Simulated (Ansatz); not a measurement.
BAs (CsCl type, Pm-3m) under volume change, DFT-PBE in the program Ansatz with PAW potentials, scaled uniformly.

```csv
V (Å³/atom),E − E(relaxed) (meV/atom),P (GPa)
11.559,?,?
11.940,?,?
12.321,3.9,3.37
12.702,0.0,0.00
13.083,3.5,-2.87
13.464,13.3,-5.34
13.845,28.6,-7.38
```

Q: Complete the blanks.

A: 
- 11.559, E − E(relaxed) (meV/atom): 38.8
- 11.559, P (GPa): 11.73
- 11.940, E − E(relaxed) (meV/atom): 16.4
- 11.940, P (GPa): 7.22

Q: What does a third-order Birch–Murnaghan fit give for V₀, B₀ and B′?

A: V₀ = 12.70 Å³/atom, B₀ = 103 GPa, B′ = 4.1.

The start of the workflow was typed in or built on a structure type; neither database checked (COD, Materials Project) lists it. It is not the phase usual at ambient conditions (space group No. 216). Symmetry was held in the PBE relaxation; its stability against distortions is not shown here. The volume moved by 31 % from the start of the relaxation. Its formation energy is positive at this level, so the cell may be metastable or incomplete.

Potentials: the later of the program's two PAW sets.
